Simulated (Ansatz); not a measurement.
Computed properties of InGaAs₂

InGaAs₂:
```xyz
4
Lattice="4.1431 0.0000 0.0000 0.0000 4.1431 0.0000 0.0000 0.0000 5.9047" Properties=species:S:1:pos:R:3 pbc="T T T"
In     0.0000     0.0000     2.9523
Ga     2.0716     2.0716     0.0000
As     2.0716     0.0000     4.5450
As     0.0000     2.0716     1.3596
```

Space group P-4m2 (No. 115); conventional cell a = b = 4.1431 Å, c = 5.9047 Å, α = β = γ = 90.00°.

Method: PBEsol in the plane-wave PAW code Ansatz. Geometry: relaxed at this level of theory. Other levels are named where they apply.

### Cell and energy

```
Item                                                           Value
-----------------------------------------------------  -------------
Volume per atom                                             25.34 Å³
Density                                                   5.48 g/cm³
Formation energy from the elements (no fitted shifts)  -0.24 eV/atom
```

### Electronic structure

```
Quantity                                                                                                   Result
------------------------------------  ---------------------------------------------------------------------------
Electronic character                  no gap, with almost no states at the Fermi level (zero-gap or semimetallic)
Density of states at the Fermi level                                 0.00 states/eV per atom (mean over ±0.08 eV)
HSE06 gap on the PBEsol cell              0.69 eV (a hybrid on a coarse mesh can open a false gap in a semimetal)
Gap with spin–orbit coupling                                                                      none (metallic)
```

### Mechanics

```
Item                                                                                                          Value
--------------------------------------------  ---------------------------------------------------------------------
Bulk modulus (Birch–Murnaghan fit)                                                                         61.2 GPa
Pressure derivative B′                                                                                          4.7
Elastic constants (relaxed ions, GPa)         C11 = 111, C12 = 25.5, C13 = 46.6, C33 = 92.5, C44 = 42.7, C66 = 22.1
Mechanical stability                                                         stable (all eigenvalues of C positive)
Hill bulk and shear moduli                                                                        61.3 and 32.9 GPa
Young's modulus                                                                                            83.7 GPa
Poisson's ratio                                                                                                0.27
Debye temperature from the elastic constants                                                                  276 K
```

### Phonons

```
Property                                       Result
-----------------------------  ----------------------
Highest zone-centre frequency                240 cm⁻¹
Zone-centre stability          no imaginary mode at Γ
```

The first step of the workflow began from a Materials Project structure, measured or hypothetical; the Crystallography Open Database copy checked does not list it. With In and Ga taken as one species the cell has the higher symmetry F-43m, so it may be an ordered model of a mixed-site phase. Whether it is the stable phase at ambient conditions was not checked. The cell was relaxed with PBEsol under the symmetry of its start. As this level gives no gap, shear constants depend on the k-mesh and smearing (Fermi–Dirac, 0.1 eV here). As this level gives no gap, phonon frequencies hold no LO–TO term and depend on the k-mesh and smearing (Fermi–Dirac, 0.1 eV here). The references are the lowest solids computed at this level, not always the standard phases. Scalar-relativistic: spin–orbit coupling is off unless named, which matters more the heavier the elements.

Potentials: the later of the program's two PAW sets.
